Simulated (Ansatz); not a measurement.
Relaxed HfC (rock salt):

```xyz
4
Lattice="0.0000 4.6407 4.6407 2.3203 2.3203 4.6407 2.3203 2.3203 0.0000" Properties=species:S:1:pos:R:3 pbc="T T T"
C      0.0000     0.0000     0.0000
C      2.3203     4.6407     2.3203
Hf     2.3203     2.3203     2.3203
Hf     2.3203     4.6407     4.6407
```

A phonon eigenvector at X = (0.5, 0.5, 0.0) is frozen into this cell: atom i moves by Q times the vector below, so Q is the largest atomic displacement, in Å. The cell is held. It is one choice among 2 degenerate patterns. (q is in reciprocal vectors of the primitive cell; the cell shown is doubled to hold the pattern.)

| atom | x | y | z |
|---|---|---|---|
| C1 | 0.000 | 1.000 | 0.000 |
| C2 | 0.000 | -1.000 | 0.000 |
| Hf3 | 0.000 | 0.002 | 0.000 |
| Hf4 | 0.000 | -0.002 | 0.000 |

These are r2SCAN (plane waves to 500 eV, PAW, scalar-relativistic; Ansatz, an electronic-structure program) values and carry that method's errors. k mesh 17×17×17 (Γ-centred), Fermi-Dirac smearing 0.05 eV. With partly filled bands, energies and forces of such displacements shift with the k mesh and the smearing. HfC is run without spin polarisation. HfC was relaxed with its symmetry unable to fall. Spin-orbit coupling is left out, though Hf is heavy. 

| Q (Å) | −dE/dQ from forces (eV/Å) |
|---|---|
| -0.100 | 2.197 |
| -0.083 | 1.798 |
| -0.067 | 1.420 |
| -0.050 | 1.058 |
| -0.033 | 0.703 |
| -0.017 | 0.351 |
| 0.000 | 0.000 |
| 0.017 | -0.351 |
| 0.033 | -0.703 |
| 0.050 | -1.058 |
| 0.067 | -1.420 |
| 0.083 | -1.798 |
| 0.100 | -2.197 |

What harmonic wavenumber does the curvature at Q = 0 give?

488 cm⁻¹. E″ = 21.05 eV/Å², M = Σ mᵢ|uᵢ|² = 24.0 u, ν̃ = 521.5·√(|E″|/M).

(A displaced cell: forces are minus the slopes of the energy, force constants its curvatures, and phonons follow from these.)
